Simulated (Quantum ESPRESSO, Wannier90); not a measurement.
**Tight-binding from DFT: HgO (P3₂21)**

```xyz
6
Lattice="3.7473 0.0000 0.0000 -1.8737 3.2453 0.0000 0.0000 0.0000 8.8990" Properties=species:S:1:pos:R:3 pbc="T T T"
Hg    -0.4397    -0.7616     0.0000
Hg     0.8794     0.0000    -2.9663
Hg    -0.4397     0.7616     2.9663
O      0.8336     1.4439     4.4495
O     -1.6673     0.0000     1.4832
O      0.8336    -1.4439    -1.4832
```

Cell from Materials Project (mp-1077107), symmetrised, no further relaxation. Not found in the COD (Crystallography Open Database) copy used, which has the formula in other groups; not checked further. Level: PBEsol, no spin polarisation, no spin-orbit coupling; pw.x of Quantum ESPRESSO at 68 Ry with PseudoDojo potentials, 6×6×4 k-points, Wannier90. Density: 12×12×4 mesh, Gaussian smearing 0.01 Ry. The cell is built of weakly bound layers, chains or molecules. Database cells relaxed without dispersion often hold them too far apart, which can enlarge gaps and weakens couplings between them; spacing and stacking were not compared with the measured crystal. Spin-orbit coupling is left out although heavy elements are present.

Bands 13-15 form an isolated set from -17.23 to -16.40 eV relative to the valence-band maximum (on the path) and are turned into 3 Wannier functions by minimising the spread from the start: atomic waves O 2s.

### Question
Where do the functions sit, how wide are they and what are they made of?

### Answer
| functions | spread (Å²) | nearest atom, distance (Å) | second atom, distance (Å) | weight on atomic waves |
|---|---|---|---|---|
| 3 | 0.61 | O 0.11 | Hg 2.01 | O 2s 88 %, Hg 6s 5 %, Hg 5d 5 % |

Ω_I = 1.84 Å², Ω_total = 1.84 Å²; the interpolated bands follow pw.x to 0.0 meV rms on the path. Only this start was tried; a symmetric start can stop on a saddle, and mixtures of these functions could lower the total by at most Ω_total − Ω_I.
